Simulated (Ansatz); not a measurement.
Method: Ansatz, DFT PBE, scalar-relativistic, plane waves, PAW. Settings: cutoff 420 eV, Γ-centred meshes spaced at most about 0.3 Å⁻¹, and about 0.25 Å⁻¹ or finer for metals (2π included), Gaussian smearing. Collinear spin in cells that started with moments and kept them past the coarse steps, no spin elsewhere.

Temperature and zero-point effects are left out. All come from trial cells, and lower structures may exist.

Question: These unrelaxed guesses for RuBrCl3 are each relaxed within their symmetry. Order them by the energy at which they end, lowest first.
A.

```xyz
5
Lattice="4.6334 0.0000 0.0000 0.0000 4.6334 0.0000 0.0000 0.0000 5.8697" Properties=species:S:1:pos:R:3 pbc="T T T"
Ru    2.3167    2.3167    3.9034
Br    0.0000    0.0000    0.0000
Cl    0.0000    2.3167    2.9349
Cl    2.3167    0.0000    2.9349
Cl    2.3167    2.3167    0.6316
```

B.

```xyz
5
Lattice="5.2027 0.0000 0.0000 0.0000 5.2027 0.0000 0.0000 0.0000 5.2027" Properties=species:S:1:pos:R:3 pbc="T T T"
Ru    2.6013    2.6013    2.6013
Br    0.0000    0.0000    0.0000
Cl    0.0000    2.6013    2.6013
Cl    2.6013    0.0000    2.6013
Cl    2.6013    2.6013    0.0000
```

Answer: A (ends in P4mm, 0 meV/atom), B (ends in Pm-3m, cubic perovskite type, 74 meV/atom).

Weakly bound directions are ill-defined at this level, which has no dispersion term (P4mm), and this can change margins and order among such cells. The magnetic state reached may not be the lowest. Cells relaxed within their symmetry can be saddle points. Some structure types and database cells were kept out of the candidates from the start, so a known form may be missing.
